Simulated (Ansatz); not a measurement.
AlRu (rocksalt type), DFT, PBEsol, all-electron LAPW, scalar-relativistic (Ansatz 0.2.0), on 1 thread of Intel(R) Xeon(R) Platinum 8375C CPU @ 2.90GHz (Ice Lake) (shared host).

Command: `ansatz run input.yaml --threads 1 --pin off --max-ram 2048MiB --backend cpu --events-out ev --progress --plain --runs-dir out`

```yaml
crystal:
  lattice:
    - [0.0, 2.2885374036, 2.2885374036]
    - [2.2885374036, 0.0, 2.2885374036]
    - [2.2885374036, 2.2885374036, 0.0]
  atoms:
    - { symbol: Ru, position: [0.0, 0.0, 0.0] }
    - { symbol: Al, position: [0.5, 0.5, 0.5] }
kpoints:
  mp_grid: { grid: [14, 14, 14] }
scf:
  occupations: { method: fermi_dirac, width: 0.05 }
hamiltonian:
  xc: pbesol
  pseudopotentials: { kind: all_electron, lapw: { basis_error: 0.001 } }
output:
  forces: true
  stress: true
  eigenvalues: true
  populations: true
```

Question: How large is the problem that the program sets up?

Answer: 104 irreducible k-points, 331 plane waves at Γ, 26 bands.

Question: About how long does it take?

Answer: 23 s of wall time for 8 SCF iterations. Times on shared machines scatter by tens of per cent.
